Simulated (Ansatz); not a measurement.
Relaxed-ion elastic tensor of NiBi3 (Cu3Au type, Pm-3m) in GPa (Voigt order), DFT-PBEsol in the program Ansatz with PAW potentials; density 11.33 g/cm³, 25.12 Å³ per atom.

```
77.3  65.9  65.9   0.0   0.0   0.0
65.9  77.3  65.9   0.0   0.0   0.0
65.9  65.9  77.3   0.0   0.0   0.0
 0.0   0.0   0.0  21.7   0.0   0.0
 0.0   0.0   0.0   0.0  21.7   0.0
 0.0   0.0   0.0   0.0   0.0  21.7
```

Task: Is the crystal mechanically stable?

Result: Yes: the smallest eigenvalue of C is 11.4 GPa.

Task: Work out the Voigt, Reuss and Hill averages.

Result: K_V = 69.7, K_R = 69.7, K_H = 69.7; G_V = 15.3, G_R = 10.2, G_H = 12.7 GPa.

Task: Give Young's modulus, Poisson's ratio, Pugh's ratio and the universal anisotropy index.

Result: E = 9KG/(3K + G) = 36.1 GPa; ν = 0.41; K/G = 5.47 (ductile by the Pugh limit of 1.75); A_U = 5G_V/G_R + K_V/K_R − 6 = 2.48.

Task: Estimate the sound speeds and the Debye temperature.

Result: v_l = √((K + 4G/3)/ρ) = 2770 m/s, v_t = √(G/ρ) = 1060 m/s, mean 1200 m/s; Θ = (h/k)(3n/4πV)^(1/3) v_m = 122 K.

Task: Give the Zener ratio and Young's modulus along [100], [110] and [111].

Result: A = 2C44/(C11 − C12) = 3.80; 1/E = S11 − 2(S11 − S12 − S44/2)Γ with Γ = 0, 1/4, 1/3 gives 16.6, 36.0, 58.9 GPa.

The cell is a constructed one: a structure type filled with these elements; neither database checked (COD, Materials Project) lists it. Its standing as an ambient phase is unchecked. The PBEsol relaxation kept the symmetry of its start. At this level the phase is dynamically unstable (imaginary phonons). The workflow began spin-polarised and lost its moments. As this level gives no gap, shear constants depend on the k-mesh and smearing (Fermi–Dirac, 0.1 eV here). Spin–orbit coupling is left out wherever it is not named.

Potentials: the earlier of the program's two PAW sets. The files were generated under PBE; for other functionals the program regenerates the frozen cores, and for LDA and PBEsol the local potential too.
